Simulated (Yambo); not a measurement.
Absorption of MgTiF$_{6}$ (space group R-3, No. 148) with and without the electron-hole interaction (Yambo, PBEsol bands; 4×4×4 mesh, 18 valence and 7 conduction bands, static screening with 70 bands and a 3 Ry block, scissor 4.70 eV, Tamm-Dancoff; field along x). Axes are Cartesian, with cell vectors (Å) (2.61, 1.51, 4.44), (-2.61, 1.51, 4.44), (0.00, -3.01, 4.44).

| E (eV) | Im ε, BSE | Im ε, independent quasiparticles |
|---|---|---|
| 5.06 | 0.03 | 0.01 |
| 5.16 | 0.03 | 0.01 |
| 5.26 | 0.03 | 0.01 |
| 5.36 | 0.03 | 0.01 |
| 5.46 | 0.03 | 0.01 |
| 5.57 | 0.04 | 0.02 |
| 5.67 | 0.04 | 0.02 |
| 5.77 | 0.04 | 0.02 |
| 5.87 | 0.05 | 0.02 |
| 5.97 | 0.05 | 0.02 |
| 6.07 | 0.06 | 0.02 |
| 6.17 | 0.07 | 0.02 |
| 6.27 | 0.08 | 0.02 |
| 6.37 | 0.10 | 0.02 |
| 6.47 | 0.12 | 0.02 |
| 6.57 | 0.16 | 0.02 |
| 6.67 | 0.21 | 0.02 |
| 6.77 | 0.27 | 0.03 |
| 6.87 | 0.36 | 0.03 |
| 6.97 | 0.46 | 0.03 |
| 7.07 | 0.69 | 0.03 |
| 7.17 | 1.22 | 0.03 |
| 7.27 | 2.13 | 0.03 |
| 7.37 | 2.10 | 0.04 |
| 7.47 | 1.26 | 0.04 |
| 7.57 | 0.84 | 0.04 |
| 7.67 | 0.71 | 0.04 |
| 7.77 | 0.76 | 0.05 |
| 7.87 | 0.99 | 0.05 |
| 7.97 | 0.91 | 0.05 |
| 8.07 | 0.57 | 0.06 |
| 8.17 | 0.36 | 0.06 |
| 8.27 | 0.26 | 0.07 |
| 8.37 | 0.22 | 0.08 |
| 8.47 | 0.21 | 0.08 |
| 8.57 | 0.22 | 0.09 |
| 8.67 | 0.23 | 0.11 |
| 8.77 | 0.27 | 0.12 |
| 8.87 | 0.34 | 0.14 |
| 8.97 | 0.45 | 0.16 |
| 9.07 | 0.55 | 0.19 |
| 9.17 | 0.54 | 0.23 |
| 9.28 | 0.47 | 0.29 |
| 9.38 | 0.45 | 0.37 |
| 9.48 | 0.52 | 0.49 |
| 9.58 | 0.70 | 0.71 |
| 9.68 | 0.97 | 1.08 |
| 9.78 | 0.95 | 1.67 |
| 9.88 | 0.65 | 2.60 |
| 9.98 | 0.51 | 3.88 |
| 10.08 | 0.48 | 4.21 |
| 10.18 | 0.52 | 3.62 |
| 10.28 | 0.59 | 3.71 |
| 10.38 | 0.66 | 4.09 |
| 10.48 | 0.77 | 3.93 |
| 10.58 | 0.88 | 3.05 |
| 10.68 | 1.10 | 2.20 |
| 10.78 | 1.35 | 1.80 |
| 10.88 | 1.93 | 1.60 |
| 10.98 | 2.99 | 1.36 |
| 11.08 | 4.07 | 1.09 |
| 11.18 | 4.39 | 0.85 |
| 11.28 | 4.58 | 0.71 |
| 11.38 | 5.15 | 0.67 |
| 11.48 | 5.96 | 0.69 |
| 11.58 | 6.25 | 0.67 |
| 11.68 | 5.35 | 0.63 |
| 11.78 | 4.89 | 0.58 |
| 11.88 | 4.16 | 0.53 |
| 11.98 | 3.41 | 0.55 |

The scissor comes from a G0W0 run whose convergence isn't established. Broadening 0.15 eV. The band window holds all transitions up to 17.4 eV. Fine structure above the onset can come from the mesh.

Geometry of the Materials Project entry, not relaxed at this level; primitive cell a = b = c = 5.3688 Å, α = β = γ = 58.13°.

The structure is a Materials Project entry; no match was found in the copy of COD used, and its stability was not checked.
